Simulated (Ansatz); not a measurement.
The relaxed structure here is a generated cell of MnSi: the first start was made by a random draw of sites in a space group, and the end was not matched to a known phase here, so it may be hypothetical. Known forms of MnSi include space group No. 198.

One starting cell of MnSi (a randomly generated symmetric cell of MnSi (space group No. 123)) was relaxed twice with Ansatz (plane waves, PAW, scalar-relativistic): with r2SCAN at 500 eV and with PBE at 420 eV. The r2SCAN result:

```cif
data_MnSi
_chemical_formula_sum 'Mn1 Si1'
_space_group_name_H-M_alt 'P4/mmm'
_space_group_IT_number 123
_space_group_name_Hall '-P 4 2'
_cell_length_a 3.41750
_cell_length_b 3.41750
_cell_length_c 2.68212
_cell_angle_alpha 90.000
_cell_angle_beta 90.000
_cell_angle_gamma 90.000
loop_
_atom_site_label
_atom_site_type_symbol
_atom_site_symmetry_multiplicity
_atom_site_Wyckoff_symbol
_atom_site_fract_x
_atom_site_fract_y
_atom_site_fract_z
_atom_site_occupancy
Mn1 Mn 1 c 0.50000 0.50000 0.00000 1
Si1 Si 1 a 0.00000 0.00000 0.00000 1
```

```
quantity                                 r2SCAN     PBE
--------------------------------  -------------  ------
space group                              P4/mmm  P4/mmm
volume (Å³/atom)                          15.66     ___
a (Å)                                     3.417     ___
c (Å)                                     2.682     ___
gap (eV, no spin-orbit coupling)           0.00     ___
spin order                        ferromagnetic     ___
net moment (μB/atom)                       1.51     ___
```

**Question.** Fill in the PBE column.

**Answer.** 
- volume (Å³/atom), PBE: 15.14
- a (Å), PBE: 3.355
- c (Å), PBE: 2.689
- gap (eV, no spin-orbit coupling), PBE: 0.00
- spin order, PBE: ferromagnetic
- net moment (μB/atom), PBE: 1.29

Both levels end in the same structure; PBE's volume is 3.4 % smaller. Neither column is exact.

Spin states reached: ferromagnetic; spin orders were not searched systematically. r2SCAN tends to overstate moments in metals.

The run could not lose the symmetry of its start: the end is stationary, and may be a saddle point rather than a minimum.

All atoms sit on sites fixed by symmetry, so only the cell could relax.

Ansatz is an electronic-structure program.
